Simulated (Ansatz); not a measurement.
A relaxation of cell and atoms of Ga4BiP3, ordered on the zincblende lattice (P-4m2) with 8 atoms a cell with Ansatz 0.2.0, at the level PBE. It starts from a guessed cell.

```yaml
crystal:
  lattice:
    - [3.8573339724, 0.0, 0.0]
    - [0.0, 3.8573339724, 0.0]
    - [0.0, 0.0, 10.9101880369]
  atoms:
    - { symbol: P, position: [0.0, 0.0, 0.25] }
    - { symbol: Ga, position: [0.0, 0.5, 0.125] }
    - { symbol: P, position: [0.5, 0.5, 0.0] }
    - { symbol: Ga, position: [0.5, 0.0, 0.875] }
    - { symbol: P, position: [0.0, 0.0, 0.75] }
    - { symbol: Ga, position: [0.0, 0.5, 0.625] }
    - { symbol: Bi, position: [0.5, 0.5, 0.5] }
    - { symbol: Ga, position: [0.5, 0.0, 0.375] }
kpoints:
  mp_grid: { grid: [6, 6, 2] }
hamiltonian:
  xc: pbe
scf:
  occupations: { method: fermi_dirac, width: 0.02 }
relax:
  f_tol: 0.005
  cell: {}
```

The trajectory has 8 recorded frames, each with positions in Å and forces in eV/Å. Some frames, the last among them, repeat a geometry solved again on a basis re-selected at its cell; pressure is positive in compression.

Step 1: energy 0.0 meV/atom from step 1, largest force component 4.194 eV/Å, pressure +16.00 GPa
```xyz
8
Lattice="3.8573 0.0000 0.0000 0.0000 3.8573 0.0000 0.0000 0.0000 10.9102" Properties=species:S:1:pos:R:3:forces:R:3 pbc="T T T"
P     0.0000    0.0000    2.7275    0.0000    0.0000   -0.2739
Ga    0.0000    1.9287    1.3638    0.0000    0.0000   -0.0473
P     1.9287    1.9287    0.0000    0.0000    0.0000    0.0000
Ga    1.9287    0.0000    9.5464    0.0000    0.0000    0.0473
P     0.0000    0.0000    8.1826    0.0000    0.0000    0.2739
Ga    0.0000    1.9287    6.8189    0.0000    0.0000    4.1937
Bi    1.9287    1.9287    5.4551    0.0000    0.0000    0.0000
Ga    1.9287    0.0000    4.0913    0.0000    0.0000   -4.1937
```

Step 2: energy -236.2 meV/atom from step 1, largest force component 0.891 eV/Å, pressure +5.37 GPa
```xyz
8
Lattice="3.9663 0.0000 0.0000 0.0000 3.9663 0.0000 0.0000 0.0000 11.1884" Properties=species:S:1:pos:R:3:forces:R:3 pbc="T T T"
P     0.0000    0.0000    2.7093    0.0000    0.0000   -0.4043
Ga    0.0000    1.9831    1.3675    0.0000    0.0000   -0.2690
P     1.9831    1.9831    0.0000    0.0000    0.0000    0.0000
Ga    1.9831    0.0000    9.8210    0.0000    0.0000    0.2690
P     0.0000    0.0000    8.4791    0.0000    0.0000    0.4043
Ga    0.0000    1.9831    7.1926    0.0000    0.0000    0.8907
Bi    1.9831    1.9831    5.5942    0.0000    0.0000    0.0000
Ga    1.9831    0.0000    3.9958    0.0000    0.0000   -0.8907
```

Step 3: energy -275.6 meV/atom from step 1, largest force component 0.301 eV/Å, pressure +1.60 GPa
```xyz
8
Lattice="4.0019 0.0000 0.0000 0.0000 4.0019 0.0000 0.0000 0.0000 11.5066" Properties=species:S:1:pos:R:3:forces:R:3 pbc="T T T"
P     0.0000    0.0000    2.6954    0.0000    0.0000   -0.0860
Ga    0.0000    2.0009    1.3393    0.0000    0.0000    0.0529
P     2.0009    2.0009    0.0000    0.0000    0.0000    0.0000
Ga    2.0009    0.0000   10.1673    0.0000    0.0000   -0.0529
P     0.0000    0.0000    8.8113    0.0000    0.0000    0.0860
Ga    0.0000    2.0009    7.4759    0.0000    0.0000    0.3015
Bi    2.0009    2.0009    5.7533    0.0000    0.0000    0.0000
Ga    2.0009    0.0000    4.0307    0.0000    0.0000   -0.3015
```

Step 4: energy -280.0 meV/atom from step 1, largest force component 0.065 eV/Å, pressure +0.22 GPa
```xyz
8
Lattice="4.0371 0.0000 0.0000 0.0000 4.0371 0.0000 0.0000 0.0000 11.5396" Properties=species:S:1:pos:R:3:forces:R:3 pbc="T T T"
P     0.0000    0.0000    2.6790    0.0000    0.0000   -0.0214
Ga    0.0000    2.0185    1.3344    0.0000    0.0000    0.0116
P     2.0185    2.0185    0.0000    0.0000    0.0000    0.0000
Ga    2.0185    0.0000   10.2052    0.0000    0.0000   -0.0116
P     0.0000    0.0000    8.8606    0.0000    0.0000    0.0214
Ga    0.0000    2.0185    7.5268    0.0000    0.0000    0.0647
Bi    2.0185    2.0185    5.7698    0.0000    0.0000    0.0000
Ga    2.0185    0.0000    4.0128    0.0000    0.0000   -0.0647
```

Step 5: energy -280.1 meV/atom from step 1, largest force component 0.003 eV/Å, pressure +0.01 GPa
```xyz
8
Lattice="4.0446 0.0000 0.0000 0.0000 4.0446 0.0000 0.0000 0.0000 11.5334" Properties=species:S:1:pos:R:3:forces:R:3 pbc="T T T"
P     0.0000    0.0000    2.6701    0.0000    0.0000   -0.0004
Ga    0.0000    2.0223    1.3309    0.0000    0.0000    0.0017
P     2.0223    2.0223    0.0000    0.0000    0.0000    0.0000
Ga    2.0223    0.0000   10.2025    0.0000    0.0000   -0.0017
P     0.0000    0.0000    8.8633    0.0000    0.0000    0.0004
Ga    0.0000    2.0223    7.5313    0.0000    0.0000    0.0028
Bi    2.0223    2.0223    5.7667    0.0000    0.0000    0.0000
Ga    2.0223    0.0000    4.0021    0.0000    0.0000   -0.0028
```

Step 6: energy -281.3 meV/atom from step 1, largest force component 0.003 eV/Å, pressure +0.06 GPa
```xyz
8
Lattice="4.0446 0.0000 0.0000 0.0000 4.0446 0.0000 0.0000 0.0000 11.5334" Properties=species:S:1:pos:R:3:forces:R:3 pbc="T T T"
P     0.0000    0.0000    2.6701    0.0000    0.0000   -0.0005
Ga    0.0000    2.0223    1.3309    0.0000    0.0000    0.0017
P     2.0223    2.0223    0.0000    0.0000    0.0000    0.0000
Ga    2.0223    0.0000   10.2025    0.0000    0.0000   -0.0017
P     0.0000    0.0000    8.8633    0.0000    0.0000    0.0005
Ga    0.0000    2.0223    7.5313    0.0000    0.0000    0.0035
Bi    2.0223    2.0223    5.7667    0.0000    0.0000    0.0000
Ga    2.0223    0.0000    4.0021    0.0000    0.0000   -0.0035
```

Step 7: energy -281.3 meV/atom from step 1, largest force component 0.001 eV/Å, pressure 0.00 GPa
```xyz
8
Lattice="4.0461 0.0000 0.0000 0.0000 4.0461 0.0000 0.0000 0.0000 11.5349" Properties=species:S:1:pos:R:3:forces:R:3 pbc="T T T"
P     0.0000    0.0000    2.6702    0.0000    0.0000   -0.0004
Ga    0.0000    2.0231    1.3311    0.0000    0.0000   -0.0004
P     2.0231    2.0231    0.0000    0.0000    0.0000    0.0000
Ga    2.0231    0.0000   10.2039    0.0000    0.0000    0.0004
P     0.0000    0.0000    8.8647    0.0000    0.0000    0.0004
Ga    0.0000    2.0231    7.5328    0.0000    0.0000   -0.0011
Bi    2.0231    2.0231    5.7675    0.0000    0.0000    0.0000
Ga    2.0231    0.0000    4.0022    0.0000    0.0000    0.0011
```

Step 8: energy -281.3 meV/atom from step 1, largest force component 0.001 eV/Å, pressure 0.00 GPa
```xyz
8
Lattice="4.0461 0.0000 0.0000 0.0000 4.0461 0.0000 0.0000 0.0000 11.5349" Properties=species:S:1:pos:R:3:forces:R:3 pbc="T T T"
P     0.0000    0.0000    2.6702    0.0000    0.0000   -0.0004
Ga    0.0000    2.0231    1.3311    0.0000    0.0000   -0.0004
P     2.0231    2.0231    0.0000    0.0000    0.0000    0.0000
Ga    2.0231    0.0000   10.2039    0.0000    0.0000    0.0004
P     0.0000    0.0000    8.8647    0.0000    0.0000    0.0004
Ga    0.0000    2.0231    7.5328    0.0000    0.0000   -0.0011
Bi    2.0231    2.0231    5.7675    0.0000    0.0000    0.0000
Ga    2.0231    0.0000    4.0022    0.0000    0.0000    0.0011
```

The walk took 6 steps, besides SCFs solved again on a fresh basis, and changed the volume by +16.3 %. The last SCF, on a fresh basis, lies 281 meV an atom below the first. Final cell: the symmetry is P-4m2 (No. 115, tetragonal); a = 4.046 Å, c = 11.535 Å in the conventional setting, 23.61 Å³ an atom. P is surrounded by 4 Ga at 2.42–2.43 Å; Ga is surrounded by 4 P at 2.42–2.43 Å; P is surrounded by 4 Ga at 2.42 Å; Ga is surrounded by 2 P at 2.42 Å and 2 Bi at 2.68 Å; Bi is surrounded by 4 Ga at 2.68 Å.

Run as `ansatz run input.yaml --threads 2 --pin off --max-ram 20275MiB --backend cpu --events-out ev --progress --plain --runs-dir out`. It took 41 s on 2 threads of AMD EPYC 7R13 Processor (Zen 3) (shared host), load about 1.4 per core; peak host memory 0.54 GiB.

The structure was generated, not taken from experiment, and needn't be the ground state; spin polarisation is off.
